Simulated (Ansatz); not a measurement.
MoSe2 (2H-MoS2 type, space group P6_3/mmc)

```xyz
6
Lattice="3.2771 0.0000 0.0000 -1.6386 2.8381 0.0000 0.0000 0.0000 12.7318" Properties=species:S:1:pos:R:3 pbc="T T T"
Mo     0.0000     1.8920     3.1829
Mo     1.6386     0.9460     9.5488
Se     0.0000     1.8920     7.8748
Se     1.6386     0.9460     1.5090
Se     1.6386     0.9460     4.8569
Se     0.0000     1.8920    11.2228
```

This relaxed cell (volume V₀) is scaled evenly in all directions, its shape held. The atoms relax within the cell's symmetry.

Method: PBE-D3(BJ) (plane waves to 420 eV, PAW, scalar-relativistic; Ansatz, a first-principles code). k mesh 12×12×3 (Γ-centred), Fermi-Dirac smearing 0.05 eV. The energy includes the smearing's −TS. Compression counts positive. With the shape held, the modulus is that of even scaling; a crystal free to change shape is softer. MoSe2 is run without spin polarisation. MoSe2 was relaxed with its symmetry unable to fall. ΔE is measured from the relaxed starting cell.

| V (Å³/atom) | ΔE (meV/atom) |
|---|---|
| 17.762 | 48.0 |
| 18.255 | 25.5 |
| 18.749 | 10.7 |
| 19.242 | withheld |
| 19.736 | 0.0 |
| 20.229 | 2.3 |
| 20.722 | 8.9 |
| 21.216 | 19.2 |
| 21.709 | 32.7 |

Fit a third-order Birch-Murnaghan form (E₀, V₀, B₀, B₀′ free) to the given rows and predict ΔE at V = 19.242.

Least squares on the 8 given rows: ΔE = E₀ + (9V₀B₀/16)·y²·[2 + (B₀′ − 4)y], y = (V₀/V)^(2/3) − 1, with V₀ = 19.732 Å³/atom, B₀ = 63.77 GPa (160.2 GPa = 1 eV/Å³; the term in eV is multiplied by 1000), B₀′ = 4.84, E₀ = -0.06 meV/atom; root-mean-square residual 0.03 meV/atom. At 19.242 the fit gives 2.5 meV/atom; the calculation gives 2.5 meV/atom, the same to the digits shown. For the pressure the fit gives 1.7 GPa against the computed 1.7 GPa.

(Under strain, the slope of the energy per volume gives the stress and its curvature an elastic modulus.)
